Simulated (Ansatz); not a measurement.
YHg₂: stiffness from a series of strains

```xyz
3
Lattice="4.7710 0.0000 0.0000 -2.3855 4.1318 0.0000 0.0000 0.0000 3.5360" Properties=species:S:1:pos:R:3 pbc="T T T"
Y     0.0000    0.0000    0.0000
Hg    0.0000    2.7545    1.7680
Hg    2.3855    1.3773    1.7680
```

Atoms are numbered in the order listed.

The cell is COD entry 1522355, as deposited and not checked against the literature; nothing was relaxed.

Spin polarisation is left out, and whether a magnetic state lies lower isn't shown here.

Spin–orbit coupling is left out, though it moves levels of the heavy atoms by tenths of an eV or more.

Method: DFT, PBEsol, all-electron LAPW, scalar-relativistic (Ansatz 0.2.0).

Numerical set-up: a Γ-centred 10×10×12 k mesh, Fermi–Dirac smearing of 0.03 eV, basis error target 1 meV/atom, no spin polarisation.

The strain is applied along the Cartesian axes of the cell as listed (the other components stay zero). Fractional coordinates are held (clamped ions).

σ is the change of stress from the unstrained cell, which is at 0.40 GPa; tension is positive, so slopes are stress–strain coefficients at that pressure. In a metal the k mesh adds noise.

Only quantities that a quadratic follows smoothly over the whole series are listed; rougher ones are left out.

```tsv
εzz	σzz (GPa)	σxx (GPa)
-0.0200	-1.70	-1.00
0.0000	0.00	0.00
0.0100	0.82	0.44
0.0200	1.54	0.89
```

Question: Fit the series and read off the stiffness at zero strain.

Answer: Least-squares fits y = p0 + p1 x + p2 x² to the rows give σzz (GPa): p1 = 81.2, p2 = -230; σxx (GPa): p1 = 47.1, p2 = -120. So C33 = 81 GPa and C13 = 47 GPa, for these axes.

Question: One run, at εzz = -0.0100, is withheld. Predict its row.

Answer: The fits give -0.82, -0.49; the run gave -0.87, -0.47.
